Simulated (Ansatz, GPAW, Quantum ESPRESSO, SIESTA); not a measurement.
# HPbNO4: programs and potentials compared

```
CELL_PARAMETERS angstrom
3.85707 0.00178 -0.03658
0.17353 4.33436 -0.01647
0.75803 0.83873 5.87662
ATOMIC_POSITIONS crystal
H 0.61511 0.89559 0.19844
Pb 0.64597 0.44651 0.91685
N 0.71474 0.23810 0.50058
O 0.16958 0.47007 0.77768
O 0.62919 0.97045 0.49845
O 0.56424 0.92583 0.03849
O 0.78022 0.42250 0.31951
```

The cell comes from a database or a generator and needn't be the stable form of this composition.

Alike in all runs: task band structure; functional PBE; k mesh 7 × 6 × 5; occupations fermi-dirac, width 0.05 eV; no spin polarisation; no spin-orbit coupling. Pressure is positive in compression and, in plane waves, holds the error of the finite cutoff, which Ansatz's Pulay term estimates and takes out. Gaps are the smaller of the mesh's and the band path's.

```tsv
program and potentials	plane-wave cutoff (eV)	notes	band gap (eV)	pressure (GPa)	largest force (eV/Å)
Ansatz, Ansatz PAW	420	Pulay term of +0.63 GPa included	0.26	0.00	-
Quantum ESPRESSO, SSSP 1.3 efficiency PBE	816	-	0.25	0.16	0.094
GPAW, GPAW PAW data sets (gpaw-data 1.2.1)	800	-	?	?	?
SIESTA, files PseudoDojo sr-pbe-0.4.1-standard, DZP (energy shift 0.003 Ry; two zetas on semicore shells)	-	atomic basis	0.25	3.66	1.524
```

Q: Estimate from the other rows what the run with GPAW, GPAW PAW data sets (gpaw-data 1.2.1) gave.

A: Band gap 0.26 eV; pressure -0.62 GPa; largest force 0.104 eV/Å. The other rows, which needn't bracket it: band gap 0.25 to 0.26; pressure 0.00 to 3.66; largest force 0.094 to 1.524.
